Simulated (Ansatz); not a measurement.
## Calculated with Ansatz: CaInO, relaxation

Launch command:

```bash
ansatz run input.yaml --threads 2 --pin off --max-ram 3584MiB --backend cpu --events-out ev --progress --plain --runs-dir out
```

Input:

```yaml
crystal:
  lattice:
    - [3.727361, 0.0, 0.0]
    - [0.0, 3.727361, 0.0]
    - [0.0, 0.0, 7.891148]
  atoms:
    - { symbol: In, position: [0.0, 0.5, 0.0839] }
    - { symbol: In, position: [0.5, 0.0, 0.9161] }
    - { symbol: Ca, position: [0.0, 0.5, 0.6503] }
    - { symbol: Ca, position: [0.5, 0.0, 0.3497] }
    - { symbol: O, position: [0.0, 0.5, 0.33] }
    - { symbol: O, position: [0.5, 0.0, 0.67] }
  symmetry: { tolerance: 0.0003 }
kpoints:
  mp_grid: { grid: [9, 9, 4], shift: [0, 0, 0] }
magnetization:
  spin_polarized: false
scf:
  occupations: { method: gaussian, width: 0.2919 }
  lower_state_search: "off"
hamiltonian:
  pseudopotentials: { kind: paw }
  xc: pbe
basis:
  ecutwfc: 420
  fft_grid_basis: typed
relax:
  max_steps: 60
  cell: { p_target: 0.0 }
  f_tol: 0.03
output:
  forces: true
  stress: true
  eigenvalues: true
  bader: true
  populations: true
  elf: true
  write_potential: true
  volumetric_format: npy
  dos:
    e_range: [-12, 8]
    de: 0.05
    projected: { site_lists: { Ca: [Ca], In: [In], O: [O] } }
  write_density: true
checkpoint:
  read: saved_state
```

Origin of the cell: a known structure type with other elements, at an estimated volume, so it need not be a known compound.

The saved state is a converged single point of the same cell.

Steps («new basis» is an SCF on plane waves selected anew at the same cell):

| step | ΔF (meV/atom) | max force component (eV/Å) | P (GPa) | volume (Å³) | SCF iterations | step was |
| --- | --- | --- | --- | --- | --- | --- |
| 1 | 0.0 | 5.063 | 8.87 | 109.63 | 7 | accepted |
| 2 | -191.2 | 2.062 | 2.91 | 112.51 | 8 | accepted |
| 3 | -310.5 | 0.774 | 2.10 | 114.00 | 9 | accepted |
| 4 | -382.0 | 0.482 | 1.33 | 112.30 | 8 | accepted |
| 5 | -431.1 | 0.271 | 1.84 | 110.14 | 8 | accepted |
| 6 | -455.0 | 0.112 | 0.00 | 112.26 | 8 | accepted |
| 7 | -462.4 | 0.065 | -1.01 | 112.92 | 9 | accepted |
| 8 | -464.2 | 0.015 | 0.39 | 110.99 | 8 | accepted |
| 9 | -464.2 | 0.014 | 0.05 | 111.45 | 6 | accepted |
| 10 | -464.2 | 0.004 | 0.01 | 111.49 | 6 | accepted |
| 11 | -495.4 | 0.035 | 1.76 | 111.49 | 10 | new basis |
| 12 | -509.4 | 0.127 | 1.49 | 112.91 | 8 | accepted |
| 13 | -513.9 | 0.104 | 0.17 | 116.19 | 9 | accepted |
| 14 | -514.3 | 0.118 | -0.17 | 116.90 | 8 | accepted |
| 15 | -514.5 | 0.012 | 0.00 | 116.97 | 8 | accepted |
| 16 | -517.8 | 0.012 | 0.12 | 116.97 | 9 | new basis |
| 17 | -518.0 | 0.006 | 0.01 | 117.73 | 8 | accepted |
| 18 | -518.0 | 0.002 | 0.00 | 117.91 | 8 | accepted |
| 19 | -518.2 | 0.002 | 0.00 | 117.91 | 8 | new basis |

Before:

Space group P4/nmm (No. 129); the run's cell has a = 3.727 Å, b = 3.727 Å, c = 7.891 Å, α = 90.00°, β = 90.00°, γ = 90.00°. Shortest distances: In–O 1.94 Å, Ca–O 2.53 Å, In–In 2.95 Å, Ca–In 3.37 Å, Ca–Ca 3.55 Å.

The relaxed structure.

Space group P4/nmm (No. 129); the run's cell has a = 3.332 Å, b = 3.332 Å, c = 10.618 Å, α = 90.00°, β = 90.00°, γ = 90.00°. Shortest distances: Ca–O 2.36 Å, In–O 2.90 Å, O–O 3.29 Å, In–In 3.33 Å, Ca–Ca 3.33 Å.

```xyz
6
Lattice="3.3323 0.0000 0.0000 0.0000 3.3323 0.0000 0.0000 0.0000 10.6183" Properties=species:S:1:pos:R:3 pbc="T T T"
In    0.0000    1.6662    1.2593
In    1.6662    0.0000    9.3590
Ca    0.0000    1.6662    6.5402
Ca    1.6662    0.0000    4.0782
O     0.0000    1.6662    4.1632
O     1.6662    0.0000    6.4551
```

```yaml
Free_energy_lowered_by: 518.2 meV/atom
Volume_change: 7.55 %
Final_pressure: 0.00 GPa
Relaxation_steps_listed: 19
```

Caveats: no spin, though holes on the anions or broken bonds may carry moments; the given cell is far from equilibrium, with atoms too close or a volume far off; the relaxation held the start's symmetry, so the end may be a saddle point; wide smearing.

Time: 2.6 min on 2 threads of Arm Neoverse V1, with other jobs on the host, peak memory 0.48 GiB, from a saved density.
